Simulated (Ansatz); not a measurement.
VCo₃:
```xyz
4
Lattice="3.4322 0.0000 0.0000 0.0000 3.4322 0.0000 0.0000 0.0000 3.4322" Properties=species:S:1:pos:R:3 pbc="T T T"
V      0.0000     0.0000     0.0000
Co     1.7161     1.7161     0.0000
Co     0.0000     1.7161     1.7161
Co     1.7161     0.0000     1.7161
```

Relaxed with LDA. Special points in fractions of this cell's reciprocal vectors: Γ (0.000, 0.000, 0.000); X (0.000, 0.500, 0.000); M (0.500, 0.500, 0.000); R (0.500, 0.500, 0.500).

**Question.** List the band energies nearest the Fermi level at these points for plane-wave PAW LDA (Ansatz code).

**Answer.** In eV from the Fermi level; about four levels below and three above (degenerate sets whole), none deeper than 8.9 eV; points with the same levels are listed once.

| k | below | above |
|---|---|---|
| Γ | -1.77 -1.77 -1.77 -0.27 -0.27 | 0.35 0.66 0.66 0.66 |
| X | -0.88 -0.88 -0.76 -0.03 | 0.32 0.32 0.66 |
| M | -1.10 -1.10 -0.65 -0.60 | 0.77 0.77 0.88 |
| R | -1.75 -1.75 -1.75 -1.56 -1.56 -0.22 | 0.40 0.40 0.40 |

Space group Pm-3m (Cu3Au type). The workflow started from a Materials Project entry (that database holds measured and hypothetical structures alike); the Crystallography Open Database copy checked does not list it. Whether it is the stable phase at ambient conditions was not checked. The LDA relaxation kept the symmetry of its start; whether a distortion lowers the energy is not shown. No spin polarisation was allowed.

Potentials: the later of the program's two PAW sets.
